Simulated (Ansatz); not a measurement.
**Hf: two-dimensional strain map**

Theory: DFT r2SCAN, scalar-relativistic, plane waves, PAW (Ansatz). Cutoff 500 eV, Γ-centred 18×18×18 k-points, Gaussian smearing of 0.15 eV. Spin–orbit coupling is left out, which can shift energies with elements as heavy as these. No spin polarisation. Energies are free energies at this smearing, counted from the undisturbed cell; pressure is positive in compression.

Reference structure (as given, not relaxed at this level; it stands at 2.7 GPa; this fcc form isn't the usual structure):

```
Hf
1.0
     0.00000    2.22000    2.22000
     2.22000    0.00000    2.22000
     2.22000    2.22000    0.00000
Hf
1
Direct
  0.00000 0.00000 0.00000
```

The cell is strained by p along both x and y and by q along z, fractional coordinates fixed. Points are written (p, q).

Energy above the undisturbed cell in meV/atom (a dash: not computed):

| p \ q | -0.080 | -0.040 | 0.000 | 0.040 | 0.080 |
| --- | --- | --- | --- | --- | --- |
| -0.080 | 602.8 | 425.5 | 295.9 | 206.7 | 153.9 |
| -0.040 | 279.2 | 161.4 | 85.2 | 45.5 | 37.0 |
| 0.000 | 99.1 | 31.7 | 0.0 | 0.8 | 30.2 |
| 0.040 | 33.8 | 11.6 | 19.0 | 54.2 | 115.3 |
| 0.080 | 62.8 | 80.7 | 123.8 | 190.3 | 278.9 |

Pressure in GPa:

```csv
p \ q,-0.080,-0.040,0.000,0.040,0.080
-0.080,44.0,34.5,26.5,19.6,13.6
-0.040,26.3,19.1,12.9,7.6,3.0
0.000,13.1,7.5,2.7,-1.4,-4.9
0.040,3.1,-1.3,-5.0,-8.2,-11.0
0.080,-4.5,-8.0,-10.9,-13.4,-15.5
```